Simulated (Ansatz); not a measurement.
BaS (rock salt), relaxed with LDA (Ansatz, a first-principles code, plane waves, PAW): a = b = c = 6.2712 Å, α = β = γ = 90.00°.

| Property | Value |
|---|---|
| gap (eV) | 1.91 |
| ΔH_f (eV/atom) | -2.19 |
| B₀ by P(V) fit (GPa) | 50.8 |
| K_Hill (GPa) | 50.9 |
| G_Hill (GPa) | 27.5 |
| ε∞ | 5.13 |
| ε0 | 14.4 |
| highest Γ mode, no LO–TO term (cm⁻¹) | 151 |
| electron conductivity mass (mₑ) | 0.41 |
| Θ_D (K) | 259 |

Problem. The same phase is relaxed and computed with r²SCAN in the same code. What are the cell and these values now?

Solution. a = b = c = 6.425 Å, α = β = γ = 90.00°.

- gap (eV): 2.58
- ΔH_f (eV/atom): -2.43
- B₀ by P(V) fit (GPa): 44.5
- K_Hill (GPa): 44.5
- G_Hill (GPa): 25.9
- ε∞: 4.38
- ε0: 13.1
- highest Γ mode, no LO–TO term (cm⁻¹): 146
- electron conductivity mass (mₑ): 0.44
- Θ_D (K): 254

All cells were relaxed under the symmetry of their starts (and spin orders); stability against distortions was not tested throughout. Spin–orbit coupling is left out wherever it is not named.

Potentials: the later of the program's two PAW sets.

Ansatz is a plane-wave DFT program.

Formation energies count from the lowest solids of the elements computed at the same level, not from gases.
